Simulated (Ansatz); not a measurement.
GaN:
```
GaN
1.0
    0.00000     2.22769     2.22769
    2.22769     0.00000     2.22769
    2.22769     2.22769     0.00000
N Ga
1 1
Direct
  0.75000   0.75000   0.75000
  0.00000   0.00000   0.00000
```

Tensor components refer to the Cartesian frame of this cell.

Task: Give the proper piezoelectric stress tensor with relaxed ions from plane-wave PAW LDA (Ansatz code).

Result: In C/m², rows x, y, z, Voigt columns; mesh uncertainty up to 0.00.
```
 0.00   0.00   0.00  -0.43   0.00   0.00
 0.00   0.00   0.00   0.00  -0.43   0.00
 0.00   0.00   0.00   0.00   0.00  -0.43
```

The elastic tensor of the same run (GPa):

```
289  159  159  0.0  0.0  0.0
159  289  159  0.0  0.0  0.0
159  159  289  0.0  0.0  0.0
0.0  0.0  0.0  161  0.0  0.0
0.0  0.0  0.0  0.0  161  0.0
0.0  0.0  0.0  0.0  0.0  161
```

Task: Convert to strain constants d = e·S.

Result: In pC/N:
```
 0.0   0.0   0.0  -2.7   0.0   0.0
 0.0   0.0   0.0   0.0  -2.7   0.0
 0.0   0.0   0.0   0.0   0.0  -2.7
```

Space group F-43m (zinc blende). Symmetry was held in the LDA relaxation; phonons on a q-mesh show no instability.

Potentials: the later of the program's two PAW sets.
